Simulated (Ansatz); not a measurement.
The elements of this relaxed trial crystal are hidden behind letters.

```
lattice vectors (Å)
   4.1760    0.0000    0.0000
   0.0000    4.1760    0.0000
   0.0000    0.0000   11.8067
fractional positions
X 0.0000 0.0000 0.0000
X 0.5000 0.5000 0.2447
X 0.0000 0.0000 0.5000
X 0.5000 0.5000 0.7553
Z 0.5000 0.5000 0.5000
Q 0.0000 0.0000 0.7519
Q 0.5000 0.5000 0.0000
Q 0.0000 0.0000 0.2481
```

These are results of DFT PBE, scalar-relativistic, plane waves, PAW (Ansatz 0.2.0), not measurements. The final run on the 8-atom cell used 420 eV, a Γ-centred 8×8×4 mesh, 0.02 eV smearing and no spin polarisation.

* Space group: P4/mmm (No. 123)
* Conventional cell: a = 4.176 Å, c = 11.807 Å
* Volume per atom: 25.74 Å³
* Density: 5.24 g/cm³
* Formation energy: −0.410 eV/atom
* Gap on the 8×8×4 mesh of the 8-atom cell: 0.13 eV

Energies are uncorrected and count from the elements' standard states at the same level.

Question: X is a p-block element of period 5, Z is a p-block element of period 4 and Q is a p-block element of period 3. Which elements are they?

Answer: X = Sn, Z = Se, Q = S, so the formula is Sn4SeS3. Density times volume gives a mean mass of 5.24 × 25.74/1.6605 = 81.2 u per atom, and this set has 81.2 u. Sn on a site of symmetry 4/mmm has 6 S at 2.93–2.95 Å; around Se lie 6 Sn at 2.95–3.01 Å; S on a site of symmetry 4mm is surrounded by 6 Sn at 2.93–2.97 Å; 3 more sites not described. Other sets within the hints have nearly the same mass, so mass alone doesn't settle it; this one was computed.

Kohn–Sham gaps at this level usually fall short of measured ones. A later test with randomly moved atoms led to a structure 25 meV/atom lower, so this end is a saddle point or a shallow minimum.
